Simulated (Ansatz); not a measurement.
MgO:
```yaml
crystal:
  lattice:
    - [3.49433, 0.00000, 0.00000]
    - [-1.74716, 3.02618, 0.00000]
    - [0.00000, 0.00000, 4.19509]
  atoms:
    - { symbol: Mg, position: [0.66667, 0.33333, 0.75000] }
    - { symbol: Mg, position: [0.33333, 0.66667, 0.25000] }
    - { symbol: O, position: [0.66667, 0.33333, 0.25000] }
    - { symbol: O, position: [0.33333, 0.66667, 0.75000] }
```

Relaxed with PBEsol. Special points in fractions of this cell's reciprocal vectors: Γ (0.000, 0.000, 0.000); M (0.500, 0.000, 0.000); K (0.333, 0.333, 0.000); A (0.000, 0.000, 0.500); L (0.500, 0.000, 0.500); H (0.333, 0.333, 0.500).

Question: List the band energies nearest the valence-band maximum at these points for PBEsol (plane waves, PAW; program Ansatz).

Answer: In eV from the valence-band maximum; about four levels below and three above (degenerate sets whole), none deeper than 8.9 eV; … stands for higher levels left out; points with the same levels are listed once.

```tsv
k	below	above
Γ	-1.72 -1.72 -0.80 -0.80 0.00	3.28 9.32 …
M	-2.33 -1.97 -1.30 -0.52	6.83 8.92 …
K	-2.19 -2.19 -1.81 -1.81 -0.89	7.13 8.83 …
A	-1.28 -1.28 -1.28 -1.28	6.31 6.31 …
L	-1.53 -1.53 -0.82 -0.82	7.15 7.15 …
H	-2.48 -2.48 -0.38 -0.38	7.98 7.98 …
```

Space group P6_3/mmc. The first step of the workflow began from a Materials Project structure, measured or hypothetical; the Crystallography Open Database copy checked does not list it. It is not the phase usual at ambient conditions (space group No. 225). Symmetry was held in the PBEsol relaxation; whether a distortion lowers the energy is not shown.

Potentials: the earlier of the program's two PAW sets. The files were generated under PBE; for other functionals the program regenerates the frozen cores, and for LDA and PBEsol the local potential too.
